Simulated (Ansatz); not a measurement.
SiGeO3:
```xyz
5
Lattice="3.4085 0.0000 0.0000 0.0000 3.4085 0.0000 0.0000 0.0000 4.4036" Properties=species:S:1:pos:R:3 pbc="T T T"
Si     1.7043     1.7043     2.6597
Ge     0.0000     0.0000     0.6726
O      0.0000     1.7043     2.1255
O      1.7043     0.0000     2.1255
O      1.7043     1.7043     4.2634
```

r²SCAN+D4 in the plane-wave PAW code Ansatz gives a gap of 2.26 eV without spin–orbit coupling, maximum at X, minimum at Z.

Q: What happens when spin–orbit coupling is switched on?

A: The gap is nearly the same, to 2.26 eV; maximum at X, minimum at Z.

Q: Give the electron effective mass with spin–orbit coupling.

A: 0.35, 0.48, 0.48 mₑ (principal values).

Q: Give the hole effective mass with spin–orbit coupling.

A: 0.30, 0.50, 1.8 mₑ (principal values).

Space group P4mm. The start of the workflow was typed in or built on a structure type; neither database checked (COD, Materials Project) lists it. Its standing as an ambient phase is unchecked. The r²SCAN+D4 relaxation kept the symmetry of its start; its stability against distortions is not shown here.

Potentials: the later of the program's two PAW sets.
